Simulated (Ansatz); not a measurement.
BAs, first-principles data

BAs:
```yaml
crystal:
  lattice:
    - [0.00000, 2.28536, 2.28536]
    - [2.28536, 0.00000, 2.28536]
    - [2.28536, 2.28536, 0.00000]
  atoms:
    - { symbol: B, position: [0.00000, 0.00000, 0.00000] }
    - { symbol: As, position: [0.50000, 0.50000, 0.50000] }
```

Space group Fm-3m (No. 225), rock salt; conventional cell a = 4.571 Å, b = 4.571 Å, c = 4.571 Å, α = 90.00°, β = 90.00°, γ = 90.00°.

Method: PBEsol (plane waves, PAW; program Ansatz). Geometry: relaxed at this level of theory. Other levels are named where they apply.

Cell and energy:

```json
{
  "volume_per_atom": "11.94 Å³",
  "density": "5.96 g/cm³",
  "Formation energy from the elements (no fitted shifts)": "77 kJ/mol-atom"
}
```

Electronic structure:

```json
{
  "electronic_character": "metallic (no gap)",
  "Density of states at the Fermi level": "0.37 states/eV per atom (mean over ±0.08 eV)",
  "Gap with spin–orbit coupling": "none (metallic)"
}
```

Mechanics:

```json
{
 "Bulk modulus (Birch–Murnaghan fit)": "143 GPa",
 "Pressure derivative B′": "4.1",
 "Elastic constants (relaxed ions, GPa)": "C11 = 229, C12 = 97.2, C44 = 60.3",
 "mechanical_stability": "stable (all eigenvalues of C positive)",
 "hill_bulk_and_shear_moduli": "141 and 62.5 GPa",
 "Young's modulus": "163 GPa",
 "Poisson's ratio": "0.31",
 "debye_temperature_from_the_elastic_constants": "471 K"
}
```

Phonons:

```json
{
 "zone_centre_stability": "unstable, softest mode 94i cm⁻¹"
}
```

The start of the workflow was typed in or built on a structure type; neither database checked (COD, Materials Project) lists it. It is not the phase usual at ambient conditions (space group No. 216). The cell was relaxed with PBEsol under the symmetry of its start. Its formation energy is positive at this level, so the cell may be metastable or incomplete. As this level gives no gap, shear constants depend on the k-mesh and smearing (Fermi–Dirac, 0.1 eV here). As this level gives no gap, phonon frequencies hold no LO–TO term and depend on the k-mesh and smearing (Fermi–Dirac, 0.1 eV here). The references are the lowest solids computed at this level, not always the standard phases. Spin–orbit coupling is left out wherever it is not named.

Potentials: the later of the program's two PAW sets.
